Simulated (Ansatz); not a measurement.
The end point of a relaxation of TiO$_{2}$. Space group P4₂/mnm (No. 136), rutile type. These are PBEsol (plane waves to 420 eV, PAW, scalar-relativistic; Ansatz, an electronic-structure program) values and carry that method's errors.

```cif
data_O4Ti2
_chemical_formula_sum 'Ti2 O4'
_space_group_name_H-M_alt 'P42/mnm'
_space_group_IT_number 136
_space_group_name_Hall '-P 4n 2n'
_cell_length_a 4.59159
_cell_length_b 4.59159
_cell_length_c 2.93910
_cell_angle_alpha 90.000
_cell_angle_beta 90.000
_cell_angle_gamma 90.000
loop_
_atom_site_label
_atom_site_type_symbol
_atom_site_symmetry_multiplicity
_atom_site_Wyckoff_symbol
_atom_site_fract_x
_atom_site_fract_y
_atom_site_fract_z
_atom_site_occupancy
Ti1 Ti 2 a 0.00000 0.00000 0.00000 1
O1 O 4 f 0.30442 0.30442 0.00000 1
```

Task: What band gap does PBEsol give?

Result: 1.87 eV, direct at Γ (no spin-orbit coupling).

No spin polarisation in the result.

Measured for TiO2: gap 3.45 eV (static lattice; corrected from measurement; as listed in Wei Chen et al., Physical Review Materials (2018)). Computed minus measured — gap: PBEsol -1.58 eV. The computed values are for a static lattice, and a measured gap can be an optical one, lowered by exciton binding.

The run could not lose the symmetry of its start; a randomly shaken copy of 6 atoms returns to this structure.
